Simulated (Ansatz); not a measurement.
**Structure optimisation: silver, bcc**

All numbers below come from DFT, BLYP, plane waves (420 eV) with PAW, scalar-relativistic (Ansatz 0.2.0). The PAW files were generated under PBE, with cores re-solved for the functional.

k-point mesh 14×14×14, Fermi-Dirac smearing 0.1 eV, no spin polarisation. Cell and atoms relax.

Starting structure:

```
Ag
1.0
    -1.62161    1.62161    1.62161
     1.62161   -1.62161    1.62161
     1.62161    1.62161   -1.62161
Ag
1
Cartesian
  0.0000 0.0000 0.0000
```

Question: The pressure at the start is 13.1 GPa. By how much does the volume change?

Answer: From 17.06 to 19.50 Å³ per atom, 14.3 %. The final cell has a = 3.391 Å.

Question: How much energy does the relaxation gain?

Answer: 85.9 meV per atom.

Path of the relaxation (the plane waves are chosen anew near the end, which can shift the energy a little):

```
step  E − E(final) (meV/atom)  V (Å³/atom)  P (GPa)  max force (eV/Å)
   0                    85.90       17.057    13.07             0.000
   1                     0.93       19.675    -0.58             0.000
   2                     0.59       19.547    -0.15             0.000
   3                     0.56       19.501     0.00             0.000
   4                     0.00       19.501    -0.02             0.000
```
